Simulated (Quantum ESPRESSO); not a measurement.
**Kohn-Sham bands of GaP (wurtzite)**

```
GaP
1.0
    3.84172     0.00000     0.00000
   -1.92086     3.32703     0.00000
    0.00000     0.00000     6.33293
Ga P
2 2
Direct
  0.66667   0.33333   0.50005
  0.33333   0.66667   0.00005
  0.66667   0.33333   0.87395
  0.33333   0.66667   0.37395
```

Cell from Materials Project (mp-8882), symmetrised, no further relaxation. Not found in the COD (Crystallography Open Database) copy used, which has the formula in other groups; not checked further. Computed values, not measurements, from LDA: Quantum ESPRESSO (norm-conserving PseudoDojo potentials, cutoff 64 Ry, no spin polarisation, no spin-orbit coupling) on a Γ-centred 12×12×6 mesh, then Wannier90. Density: 12×12×6 mesh, cold smearing 0.01 Ry.

Energies are relative to the valence-band maximum; weights are on the orthonormalised atomic waves of the pseudopotential files, averaged over the group. 36 electrons a cell are treated as valence.

Question: Into which isolated groups do the bands fall, where do they lie and what are they made of?

Answer: 
```csv
bands,from (eV),to (eV),filling,weight on atomic waves
1–10,-14.92,-14.69,filled,Ga 3d 99 %
11–12,-12.63,-9.52,filled,"P 3s 53 %, Ga 4p 25 %, Ga 4s 15 %"
13–18,-7.01,0.00,filled,"P 3p 60 %, Ga 4p 23 %, Ga 4s 12 %"
```

The Kohn-Sham gap over both meshes and the path is 1.20 eV.
